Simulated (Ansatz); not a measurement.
**Trigonal deformation path in Pt**

These are results of Ansatz, DFT r2SCAN, scalar-relativistic, plane waves, PAW, not measurements. The runs took a 500 eV cutoff, a Γ-centred 24×24×24 mesh and Gaussian smearing (0.15 eV). Spin–orbit coupling is left out, which can shift energies with elements as heavy as these. No spin polarisation. Energies are free energies at this smearing, counted from the undisturbed cell; pressure is positive in compression.

The starting cell (as given, not relaxed at this level; it stands at -6.5 GPa; this bcc form isn't the usual structure):

```
Pt
1.0
    -1.58422    1.58422    1.58422
     1.58422   -1.58422    1.58422
     1.58422    1.58422   -1.58422
Pt
1
Direct
  0.00000 0.00000 0.00000
```

At fixed volume and fractional coordinates, lengths along (0.577, 0.577, 0.577) are scaled against those across it; ρ is that ratio over its starting value. The cell is metallic on the mesh throughout. At ρ = 2.000 the cell becomes cubic (Pm-3m), and there the slope of the energy vanishes by symmetry.

```tsv
ρ	ΔE (meV/atom)
0.500	13474.5
0.600	5105.1
0.710	1732.5
0.850	329.0
0.930	56.5
1.000	0.0
1.080	42.3
1.200	172.5
1.410	365.3
1.700	454.8
2.000	462.1
```